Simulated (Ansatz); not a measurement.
# ZnS, one structure, two calculations

Cell: a structure deposited in the COD, its atoms then relaxed with PBE in this cell.

```
CELL_PARAMETERS angstrom
3.82400 0.00000 0.00000
-1.91200 3.31168 0.00000
0.00000 0.00000 31.20000
ATOMIC_POSITIONS crystal
Zn 0.00000 0.00000 0.00007
Zn 0.00000 0.00000 0.50007
Zn 0.00000 0.00000 0.29992
Zn 0.00000 0.00000 0.79992
Zn 0.33333 0.66667 0.10001
Zn 0.66667 0.33333 0.60001
Zn 0.33333 0.66667 0.40000
Zn 0.66667 0.33333 0.90000
Zn 0.33333 0.66667 0.69997
Zn 0.66667 0.33333 0.19997
S 0.00000 0.00000 0.07505
S 0.00000 0.00000 0.57505
S 0.00000 0.00000 0.37491
S 0.00000 0.00000 0.87491
S 0.33333 0.66667 0.17501
S 0.66667 0.33333 0.67501
S 0.33333 0.66667 0.47509
S 0.66667 0.33333 0.97509
S 0.33333 0.66667 0.77496
S 0.66667 0.33333 0.27496
```

Atom numbers follow the list; atoms alike are taken as one site, whose name carries the number of the first.

First run. Method: Kohn–Sham DFT in Ansatz, PBE, plane waves and PAW, scalar-relativistic, 420 eV cutoff, Γ-centred 8×8×1 k-points, Fermi–Dirac smearing 0.02 eV.

| site | atom | V_zz (10²¹ V/m²) | η |
| --- | --- | --- | --- |
| Zn1 | 1 | 0.025 | 0.00 |
| Zn7 | 7 | -0.12 | 0.00 |
| S11 | 11 | -0.020 | 0.00 |
| S13 | 13 | 0.049 | 0.00 |
| S15 | 15 | -0.032 | 0.00 |
| S17 | 17 | 0.14 | 0.00 |

Second run. The same atoms and settings, except that the functional is r2SCAN and the cutoff is 500 eV.

(1) What does the second run give?

Answers

(1) 

```tsv
site	atom	V_zz	η	change of V_zz
Zn1	1	0.023	0.00	0.00
Zn7	7	-0.11	0.00	+0.01
S11	11	-0.025	0.00	0.00
S13	13	0.032	0.00	-0.02
S15	15	-0.034	0.00	0.00
S17	17	0.15	0.00	+0.01
```

No V_zz moves by more than 0.02. Sites with |V_zz| of 0.02 or less aren't listed.

For the second run: With these PAW files V_zz is typically within 2 to 3 % of all-electron values, but misses above 10 % occur on Zn.
